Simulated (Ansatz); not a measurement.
All numbers below come from DFT PBE, scalar-relativistic, plane waves, PAW in Ansatz 0.2.0. All cells share a 420 eV cutoff and Γ-centred k meshes spaced about 0.3 Å⁻¹ or finer (0.25 for metals, 2π included). No spin polarisation.

Temperature and zero-point effects are left out.

Two relaxed structures of Hf2Ti2Ge3:

A.

Space group R-3m:H (No. 166). a = 3.798 Å, b = 3.798 Å, c = 32.804 Å, α = 90.00°, β = 90.00°, γ = 120.00°
```json
{"atom": "Hf", "site": "6c", "symmetry": "3m", "x": "0.3333", "y": "0.6667", "z": "0.9532"}
{"atom": "Ti", "site": "6c", "symmetry": "3m", "x": "0.3333", "y": "0.6667", "z": "0.8029"}
{"atom": "Ge", "site": "3a", "symmetry": "-3m", "x": "0.0000", "y": "0.0000", "z": "0.0000"}
{"atom": "Ge", "site": "6c", "symmetry": "3m", "x": "0.6667", "y": "0.3333", "z": "0.7639"}
```

B.

Space group I4/mmm (No. 139). a = 3.505 Å, b = 3.505 Å, c = 20.271 Å, α = 90.00°, β = 90.00°, γ = 90.00°
```
atom  site  symmetry       x       y       z
  Hf    4e       4mm  0.0000  0.0000  0.2941
  Ti    4e       4mm  0.5000  0.5000  0.0656
  Ge    4e       4mm  0.5000  0.5000  0.3623
  Ge    2a     4/mmm  0.0000  0.0000  0.0000
```

Question: Which would you expect to be lower, and how large is the difference?

Answer: B is lower, by 71 meV/atom. A has space group R-3m (No. 166), 19.5 Å³/atom and no gap on its mesh; B has space group I4/mmm (No. 139), 17.8 Å³/atom and no gap. Counting Ge atoms around Hf and Ti (those within 1.25 times the shortest such distance or 1.15 times the sum of covalent radii; a plus sign parts nearer from farther groups), A has Hf 6, Ti 3 and B has Hf 4+1, Ti 8. The denser one is the lower, and pressure would at first widen the difference. In A, Hf is surrounded by 6 Ge at 2.68–2.75 Å and 3 Ti at 3.66 Å; around Ti lie 3 Ge at 2.54 Å, 3 Ti at 2.97 Å and 3 Hf at 3.66 Å; Ge on a site of symmetry -3m has 6 Hf at 2.68 Å; 1 more site not described. In B, Hf is surrounded by 4 Ge at 2.84 Å, 1 Ti at 2.84 Å, 4 Hf at 3.06 Å, 1 Ge at 3.17 Å and 4 Hf at 3.50 Å; Ti is surrounded by 1 Ti at 2.66 Å, 8 Ge at 2.81–2.88 Å, 1 Hf at 2.84 Å and 4 Ti at 3.50 Å; around Ge on a site of symmetry 4mm lie 1 Ge at 2.79 Å, 4 Hf at 2.84 Å, 4 Ti at 2.88 Å, 1 Hf at 3.17 Å and 4 Ge at 3.50 Å; 1 more site not described. Both come from trial cells of a structure search, whose lowest cell (P-1, 17.9 Å³/atom) lies 77 meV/atom below the lower of the two.

Spin–orbit coupling, which can matter for Hf, is left out. Trial moments fell under 0.15 μB along the way in R-3m and I4/mmm; another start might hold them. Cells relaxed within their symmetry can be saddle points. Some types were kept out of the candidates beforehand, so the set may lack a known form.
